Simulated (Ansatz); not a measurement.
This cell of MoTe₂ (2H-MoS2 type, space group P6_3/mmc) is off equilibrium:

```xyz
6
Lattice="3.5419 0.0000 0.0000 -1.7710 3.0674 0.0000 0.0000 0.0000 14.1820" Properties=species:S:1:pos:R:3 pbc="T T T"
Mo     0.3240     2.0449    10.6365
Mo     1.7710     1.0225     3.5455
Te     0.0000     2.0449     1.7511
Te     1.7710     1.0225     8.8421
Te     1.7710     1.0225    12.4309
Te     0.0000     2.0449     5.3399
```

The numbers are results of r2SCAN+rVV10 (plane waves to 500 eV, PAW, scalar-relativistic; Ansatz, a first-principles code), not measurements. k mesh 9×9×2 (Γ-centred), Fermi-Dirac smearing 0.05 eV. E stands for the smeared free energy. Compression counts positive. As the smearing reaches across the gap at some points, energies and forces of such displacements shift with the k mesh and the smearing. MoTe2 is run without spin polarisation. MoTe2 was relaxed with its symmetry unable to fall. Spin-orbit coupling is left out, though Te is heavy. The PAW data are Ansatz's earlier set.

**Question.** Predict the force on every atom, in eV/Å.

**Answer.** 
```csv
atom,Fx,Fy,Fz
Mo1,-4.448,0.559,0.000
Mo2,0.015,0.001,0.000
Te3,0.014,-0.003,-0.001
Te4,2.202,-0.278,-0.874
Te5,2.202,-0.278,0.874
Te6,0.014,-0.003,0.001
```

**Question.** Give the stress tensor in GPa and the pressure.

**Answer.** 
```
    0.8     -2.3      0.0
   -2.3      1.1      0.0
    0.0      0.0      3.3
```
The pressure, a third of the trace, is 1.7 GPa.

**Question.** In it atom 1 sits (0.324, 0.000, 0.000) Å away from its relaxed site. What is its energy relative to the relaxed cell?

**Answer.** 743 meV/cell.

(For displaced atoms, the force is minus the slope of the energy, and its curvature is a force constant, which sets phonon frequencies.)
